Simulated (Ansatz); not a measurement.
Where the states of YSi2 lie

```yaml
crystal:
  lattice:
    - [4.07549, 0.00000, 0.00000]
    - [-2.03774, 3.52947, 0.00000]
    - [0.00000, 0.00000, 3.99013]
  atoms:
    - { symbol: Y, position: [0.00000, 0.00000, 0.00000] }
    - { symbol: Si, position: [0.33333, 0.66667, 0.50000] }
    - { symbol: Si, position: [0.66667, 0.33333, 0.50000] }
```

The cell is the one relaxed in the Materials Project (mp-2568), not relaxed further here; entries there can be hypothetical.

Spin polarisation is left out, and whether a magnetic state lies lower isn't shown here.

These are results of DFT, LDA, all-electron LAPW, scalar-relativistic in Ansatz 0.2.0, not measurements.

Numerical set-up: a Γ-centred 10×10×9 k mesh, Fermi–Dirac smearing of 0.05 eV, basis error target 1 meV/atom, no spin polarisation.

(1) Where is the centre of the filled Y 4d states between -14 eV and the top of the filled states?

(2) Tabulate the density of states.

Answers

(1) -3.08 eV from the Fermi level.

(2) States per eV and cell, averaged over 0.4 eV, from -5.8 to 1.2 eV, with energies (bin centres) from the Fermi level; empty bins are left out. The partial columns, the largest 5 alone, are projections on Löwdin-orthogonalised atomic shells (those that the program's projection atoms carry: the occupied ones and, for some elements, an empty d or f shell; other empty shells have no column), summed over atoms of an element. Weights on diffuse s and p shells depend on that basis and aren't pure angular character.
| E (eV) | total | Si 3p | Y 4d | Si 3s | Y 5s | Y 4p |
| --- | --- | --- | --- | --- | --- | --- |
| -5.7 | 0.59 | 0.38 | 0.06 | 0.10 | 0.04 | 0.00 |
| -5.3 | 0.72 | 0.51 | 0.07 | 0.07 | 0.04 | 0.01 |
| -4.9 | 1.27 | 0.98 | 0.12 | 0.08 | 0.06 | 0.02 |
| -4.5 | 1.86 | 1.44 | 0.23 | 0.08 | 0.07 | 0.02 |
| -4.1 | 1.45 | 1.16 | 0.17 | 0.05 | 0.04 | 0.02 |
| -3.7 | 1.43 | 1.14 | 0.19 | 0.03 | 0.04 | 0.02 |
| -3.3 | 1.36 | 1.07 | 0.21 | 0.01 | 0.04 | 0.02 |
| -2.9 | 1.32 | 0.96 | 0.28 | 0.01 | 0.03 | 0.02 |
| -2.5 | 1.79 | 1.12 | 0.59 | 0.02 | 0.02 | 0.02 |
| -2.1 | 1.26 | 0.60 | 0.59 | 0.04 | 0.01 | 0.01 |
| -1.7 | 1.05 | 0.41 | 0.55 | 0.05 | 0.00 | 0.00 |
| -1.3 | 1.11 | 0.37 | 0.63 | 0.06 | 0.01 | 0.00 |
| -0.9 | 0.92 | 0.30 | 0.47 | 0.11 | 0.01 | 0.00 |
| -0.5 | 0.92 | 0.34 | 0.25 | 0.23 | 0.03 | 0.00 |
| -0.1 | 1.95 | 0.73 | 0.66 | 0.38 | 0.05 | 0.01 |
| 0.3 | 1.54 | 0.57 | 0.56 | 0.26 | 0.04 | 0.00 |
| 0.7 | 1.24 | 0.42 | 0.49 | 0.20 | 0.03 | 0.00 |
| 1.1 | 1.66 | 0.48 | 0.75 | 0.20 | 0.08 | 0.00 |
